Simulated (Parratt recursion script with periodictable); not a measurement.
Sharing the period between Si and Mo in a mirror for 13.5 nm

| layer, from the top | thickness (Å) | density (g/cm³) | rms roughness of its top face (Å) | δ at 13.5 nm | β at 13.5 nm |
|---|---|---|---|---|---|
| Si (in each period) | varied | 2.313 | 3 | 9.927 × 10⁻⁴ | 0.001813 |
| Mo (in each period) | varied | 10.026 | 3 | 0.07476 | 0.006314 |
| Si (substrate) | – | 2.313 | 3 | 9.927 × 10⁻⁴ | 0.001813 |

The refractive index is n = 1 − δ + iβ; the runs take δ and β at each wavelength of the scan. Vacuum lies above.

Densities are inputs, not measurements. They were set from computed cells of the Materials Project: Si from entry mp-149 (Fd-3m, 2.313 g/cm³); Mo from entry mp-129 (Im-3m, 10.026 g/cm³). A layer's crystal structure does not enter its constants, only its composition and density.

Calculation: EUV and soft X-ray reflectivity, Parratt recursion, Névot-Croce roughness, Henke tables; Parratt recursion script with periodictable 1.7.1.

Light falls at α = 6° from the surface normal. It is p-polarised. The wavelength is scanned from 12.42 to 14.58 nm in 161 evenly spaced points, without smoothing. The peak is the highest scan point; its wavelength and height come from a parabola through R at that point and its two neighbours.

The pair is repeated 40 times. The runs differ in the two thicknesses alone; Γ is the share of Mo in the period D.

| Si (Å) | Mo (Å) | Γ | peak λ (nm) | peak R (%) |
|---|---|---|---|---|
| 55.8 | 13.9 | 0.20 | 13.667 | 58.9 |
| 48.8 | 20.9 | 0.30 | ? | ? |
| 38.3 | 31.4 | 0.45 | 13.482 | 70.9 |
| 27.9 | 41.8 | 0.60 | 13.339 | 66.4 |

Question: Estimate the peak wavelength and height at Γ = 0.30.

Answer: Wavelength: with δ̄ the thickness-weighted δ at 13.5 nm and α the angle from the normal (sin²α = 0.0109), λ ≈ 2D[(1 − δ̄)² − sin²α]^½.

```
Γ     D (Å)      δ̄  λ by hand (nm)  run minus hand (nm)
----  -----  ------  --------------  -------------------
0.20   69.7  0.0157          13.644                0.023
0.30   69.7  0.0231          13.540              to find
0.45   69.7  0.0342          13.384                0.098
```

The difference, interpolated in Γ, is 0.053 nm, so λ ≈ 13.540 + 0.053 = 13.593 nm.

Height: the parabola through the rows at Γ = 0.20, 0.45, 0.60 has weights 0.450, 0.800, −0.250 at Γ = 0.30, which give 66.6 %.

The run gave 13.602 nm and 68.5 %, so the estimates miss by 0.009 nm and 1.9 points. Of these 4 runs, Γ = 0.45 has the highest peak.
